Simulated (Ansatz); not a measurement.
## Stability checks on a candidate for MgZn2S3

The cell was found from a structure generator's guess, not taken from experiment.

Level of theory: DFT PBE, scalar-relativistic, plane waves, PAW in Ansatz. Cutoff 420 eV, Γ-centred 12×12×4 mesh (6-atom cell), Gaussian smearing of 0.02 eV, no spin polarisation.

```xyz
6
Lattice="3.9061 0.0000 0.0000 -1.9530 3.3828 0.0000 0.0000 0.0000 9.5901" Properties=species:S:1:pos:R:3 pbc="T T T"
Mg    0.0000    0.0000    9.5899
Zn    1.9530    1.1276    3.2360
Zn    0.0000    2.2552    6.3493
S     1.9530    1.1276    0.8789
S     0.0000    2.2552    3.9937
S     0.0000    0.0000    7.1200
```

The zero of energy is the elements' standard structures at the same level; no fitted shifts are applied.

Question: These tests were run: energy against the elements; random kick, then relaxation without symmetry; phonons on a 2×2×1 q mesh; elastic tensor. What do they show?

Answer:

| test | result |
| --- | --- |
| energy against the elements | −1.013 eV/atom |
| random kick, then relaxation without symmetry | returns |
| phonons on a 2×2×1 q mesh | no imaginary mode on the mesh |
| elastic tensor | least eigenvalue 16 GPa |

It fails none of these tests. Whether a mixture of other phases lies lower isn't tested here.

The reference form of S is held partly by dispersion forces, which this level lacks. The kick test ran on a coarse mesh. The run for the phonons used a 12×12×4 k mesh. The run for the elastic tensor used a 12×12×4 k mesh.
